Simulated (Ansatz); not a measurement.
Ca (fcc, Cu type)

```
CELL_PARAMETERS angstrom
      5.56846     0.00000     0.00000
      0.00000     5.56846     0.00000
      0.00000     0.00000     5.56846
ATOMIC_POSITIONS crystal
  Ca 0.00000 0.00000 0.00000
  Ca 0.50000 0.50000 0.00000
  Ca 0.50000 0.00000 0.50000
  Ca 0.00000 0.50000 0.50000
```

Scan: atom 2 (Ca, nearest neighbour Ca at 3.937 Å; its periodic images, 5.6 Å or more away, move with it) is displaced along Cartesian x, direction (1.000, 0.000, 0.000) in Cartesian axes, by s. The other atoms stay.

Method: r2SCAN (plane waves to 500 eV, PAW, scalar-relativistic; Ansatz, an electronic-structure program). k mesh 7×7×7 (Γ-centred), Fermi-Dirac smearing 0.05 eV. With partly filled bands, energies and forces of such displacements shift with the k mesh and the smearing. F∥ is the force on the atom along that direction. Ca was relaxed with its symmetry unable to fall. 

```csv
s (Å),F∥ (eV/Å)
-0.790,1.855
-0.632,1.494
-0.474,1.119
-0.316,0.742
-0.158,0.369
0.000,0.000
0.158,-0.369
0.316,-0.742
0.474,-1.119
0.632,-1.494
0.790,-1.855
```

Q: What is the force constant k = d²E/ds² of this move at s = 0?

A: 2.33 eV/Å². The forces along the line at the two nearest points give (0.369 − (-0.369)) / (2·0.158) = 2.34 eV/Å²; the next pair corrects for the finite step.

(For displaced atoms, the force is minus the slope of the energy, and its curvature is a force constant, which sets phonon frequencies.)
